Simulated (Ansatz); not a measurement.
## AlInSb2: a film clamped to a substrate

Theory: DFT r2SCAN, scalar-relativistic, plane waves, PAW in Ansatz. Settings: plane waves to 500 eV, k-mesh 6×6×4 (Γ-centred), Gaussian smearing 0.05 eV. No spin polarisation. Energies are free energies at this smearing, counted from the undisturbed cell; pressure is positive in compression.

The starting cell (as given, not relaxed at this level; it stands at -0.1 GPa, and it needn't be the usual structure):

```
Al In Sb
1.0
     4.50617    0.00000    0.00000
     0.00000    4.50617    0.00000
     0.00000    0.00000    6.34882
Al In Sb
1 1 2
Cartesian
  0.0000 0.0000 0.0000
  2.2531 2.2531 3.1744
  0.0000 2.2531 1.4816
  2.2531 0.0000 4.8672
```

The cell (4 atoms, V0 = 128.92 Å³) is strained by p along both x and y and by q along z, fractional coordinates fixed. τp = (1/V0) ∂E/∂p = (σxx + σyy)(1 + p)(1 + q) and τq = (1/V0) ∂E/∂q = σzz(1 + p)², with tension positive.

| p | q | ΔE (meV/atom) | τp (GPa) | τq (GPa) |
| --- | --- | --- | --- | --- |
| 0.000 | 0.000 | 0.00 | 0.30 | 0.02 |
| -0.015 | 0.000 | 4.33 | -3.23 | -1.16 |
| 0.015 | 0.000 | 5.77 | 3.47 | 1.06 |
| 0.000 | -0.015 | 1.61 | -0.86 | -1.09 |
| 0.000 | 0.015 | 1.69 | 1.36 | 1.10 |

Question: Get the second derivatives of the energy density.

Answer: Central differences give A = ∂τp/∂p = 223 GPa (C11 + C22 + 2 C12), C = ∂τq/∂q = 73 GPa (C33) and the cross term B = ∂τq/∂p = 74 GPa (C13 + C23); ∂τp/∂q = 74 GPa must equal B, and any difference shows higher-order terms. The ions are clamped.

Question: A film of this crystal grows with z along the normal on a substrate that imposes p. How does its thickness respond, and what does the misfit cost?

Answer: Count p and q from the stress-free cell. A free surface needs τq = 0, so q = −(B/C) p = -1.01 p. The energy density left is (A − B²/C) p²/2 = M p², with the biaxial modulus M = 74 GPa; a misfit of 1 % costs 1.49 meV/atom, against 2.24 meV/atom if the thickness were held.

Forces appear on the atoms along this scan, and letting them relax would lower the energy and soften the response.